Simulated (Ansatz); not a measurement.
Data:

Sn (beta-Sn type, space group I4_1/amd)

```xyz
4
Lattice="-5.8862 5.8862 3.1837 0.0000 0.0000 3.1837 0.0000 5.8862 0.0000" Properties=species:S:1:pos:R:3 pbc="T T T"
Sn    -5.8862     8.8293     3.9797
Sn    -2.9431     5.8862     2.3878
Sn     0.0000     0.0000     0.0000
Sn    -2.9431     8.8293     1.5919
```

The atoms are displaced by Q × the pattern below (from a DFPT mode at M = (0.5, 0.5, 0.5), largest move 1; Q in Å), at fixed cell. It is one choice among 2 degenerate patterns. (q is in reciprocal vectors of the primitive cell; the cell shown is doubled to hold the pattern.)

```csv
atom,x,y,z
Sn1,0.000,1.000,0.000
Sn2,0.000,-1.000,0.000
Sn3,0.000,-1.000,0.000
Sn4,0.000,1.000,0.000
```

All values below come from r2SCAN (plane waves to 500 eV, PAW, scalar-relativistic; Ansatz, a first-principles code). k mesh 17×17×17 (Γ-centred), Fermi-Dirac smearing 0.05 eV. Energies are smeared free energies. With partly filled bands, energies and forces of such displacements shift with the k mesh and the smearing. Sn was relaxed with its symmetry unable to fall. ΔE is measured from the undisplaced structure.

The scan covers Q from -0.180 to 0.180 Å in 13 points.

Problem. Which space group does the distorted structure have?

Solution. Pmna (No. 53), lowered from I4_1/amd.

Problem. Is this a single well or a double well?

Solution. A single well with its minimum at or next to zero displacement.

Problem. What is the energy change at Q = 0.180 Å?

Solution. 585 meV/cell.

Problem. What harmonic wavenumber does the curvature at Q = 0 give?

Solution. 135 cm⁻¹.

(A displaced cell: forces are minus the slopes of the energy, force constants its curvatures, and phonons follow from these.)
